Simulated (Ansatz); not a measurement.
Method: Ansatz, DFT PBE, scalar-relativistic, plane waves, PAW. Cutoff 420 eV, Γ-centred 12×12×2 mesh (12-atom cell), Gaussian smearing of 0.10 eV, collinear spin.

Formation energies are uncorrected and refer to the elements' standard structures at the same level.

Problem. Propose a candidate for a trigonal metal made of Mo, S and V, with a formation energy near −0.68 eV/atom and about 20 Å³ per atom, in a cell of 12 atoms.

Solution. VMo3S8, space group P-3m1 (No. 164). Around V lie 6 S at 2.35 Å; Mo on a site of symmetry 3m is surrounded by 6 S at 2.43 Å; Mo on a site of symmetry -3m is surrounded by 6 S at 2.43 Å; around S on its first site lie 3 Mo at 2.43 Å; 3 more sites not described.

```
CELL_PARAMETERS angstrom
3.19011 0.00000 0.00000
-1.59506 2.76272 0.00000
0.00000 0.00000 27.25415
ATOMIC_POSITIONS crystal
V 0.00000 0.00000 0.00000
Mo 0.00000 0.00000 0.24894
Mo 0.00000 0.00000 0.50000
Mo 0.00000 0.00000 0.75106
S 0.66667 0.33333 0.19080
S 0.66667 0.33333 0.44182
S 0.66667 0.33333 0.69287
S 0.66667 0.33333 0.94627
S 0.33333 0.66667 0.05373
S 0.33333 0.66667 0.30713
S 0.33333 0.66667 0.55818
S 0.33333 0.66667 0.80920
```

The volume per atom is 20.0 Å³. The density is 4.1 g/cm³ and the formation energy is −0.68 eV/atom. The gap on the 12×12×2 mesh of the 12-atom cell is 0 eV (a metal). The net moment per atom is 0.00 μB and the moment by site is all under 0.1 μB.

The structure comes from a generated guess, relaxed at this level; another structure or a mixture of phases may lie lower. The answer needn't be unique; the calculation gave this one.

No dispersion correction is applied, so the spacing and binding between layers, chains or molecules are poorly described. No Hubbard U is applied to the 3d shell of V. The reference form of S is held partly by dispersion forces, which this level lacks. Symmetry constrained the relaxation, so the result can be a saddle point. Site moments count only spheres around the atoms; the net moment includes the space between them.
